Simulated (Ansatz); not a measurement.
## Cu: energy along a strain

Cu, Cmcm, a = 2.430 Å, b = 7.920 Å, c = 2.468 Å. This isn't the element's structure at ambient conditions. Ansatz: PBEsol, PAW, 420 eV, Γ-centred 26×26×24 mesh on 2 atoms, Gaussian smearing 0.15 eV; no spin polarisation. Cell vectors (Å): 1.215 -3.960 0.000; 1.215 3.960 0.000; 0.000 0.000 2.468. The cell is strained by x per cent times the pattern (1 0 0 0 0 0) in the order xx yy zz yz xz xy (engineering shears), with fractional coordinates held. y is the free energy over the start, V0 = 11.871 Å³/atom.

| x (%) | y (meV/atom) |
| --- | --- |
| -4.00 | ? |
| -3.00 | 11.62 |
| -2.00 | 4.95 |
| 0.00 | 0.00 |
| 1.00 | 1.14 |
| 3.00 | 9.39 |
| 4.00 | 16.08 |

Fit y = c2 x² + c3 x³ to the other rows, get the stiffness along the pattern, and predict the missing energy.

Least squares on the rows shown. y = 1.1671 x² − 0.040661 x³. The clamped-ion stiffness p·C·p = 2 × 11.67 eV × 160.2 / 11.871 Å³ = 315 GPa, which is C11 in these axes. At x = -4.00 the fit asked for gives 21.28 meV/atom. The run gave 21.51 meV/atom, so the fit is 0.23 meV/atom too low, 1.1 % of the span of the series, against an rms of 0.02 meV/atom on the fitted rows. The row lies outside the fitted range. With a term in x⁴ added, a fit to the same known rows predicts 21.37 meV/atom, which recovers part of the miss; the known rows don't hold the rest.

Cost: 7 runs of about 4 core-minutes in all, on Intel Xeon 6975P-C (Granite Rapids) (shared hosts).